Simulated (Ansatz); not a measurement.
Si3N4 (P6_3/m) from a database of computed structures, relaxed with r2SCAN. The symmetry is P6_3/m (No. 176, hexagonal); conventional cell a = 7.606 Å, c = 2.906 Å, 10.40 Å³ an atom. Around Si lie 4 N at 1.73–1.74 Å; around N lie 3 Si at 1.73 Å; around N lie 3 Si at 1.73–1.74 Å.

```cif
data_structure
_symmetry_space_group_name_H-M 'P6_3/m'
_symmetry_Int_Tables_number 176
_cell_length_a 7.6057
_cell_length_b 7.6057
_cell_length_c 2.9056
_cell_angle_alpha 90.000
_cell_angle_beta 90.000
_cell_angle_gamma 120.000
_cell_volume 145.56
loop_
_atom_site_label
_atom_site_type_symbol
_atom_site_symmetry_multiplicity
_atom_site_Wyckoff_symbol
_atom_site_fract_x
_atom_site_fract_y
_atom_site_fract_z
_atom_site_occupancy
Si1 Si 6 h 0.23061 0.82457 0.75000 1
N1 N 2 d 0.33333 0.66667 0.75000 1
N2 N 6 h 0.96874 0.66968 0.75000 1
```

The questions ask for values computed with the plane-wave code Ansatz on this geometry. (Simulation; spin polarisation is off.)

(1) Is there a gap with r2SCAN, and of what kind?

(2) What does HSE06 give for the gap (3×3×6 mesh)?

(3) Estimate the gap with PBE0 on 3×3×6.

Answers

(1) The r2SCAN gap is indirect, 4.99 eV (Γ–A (0.34 of the way from Γ) to Γ), below the direct gap of 5.20 eV at Γ.

(2) HSE06 gives an indirect gap of 5.77 eV, from Γ–A (0.34 of the way from Γ) to Γ; the least direct gap is 6.01 eV at Γ. The gap differs by +0.78 eV from r2SCAN's.

(3) The PBE0 gap is indirect, 6.54 eV (Γ–A (0.34 of the way from Γ) to Γ), below the direct gap of 6.77 eV at Γ. The gap differs by +1.55 eV from r2SCAN's.

Where an edge lies off the special points, it is a point of the mesh or the k point where a search put PBE's edge or least direct gap, reused for the other functionals, whose own edges may lie a little apart.

The meshes of the hybrids are coarse, so their gaps aren't converged to the digits shown.

PBE's own run along the path (4.34 eV) came before the search for the edges and missed one, so it isn't listed.
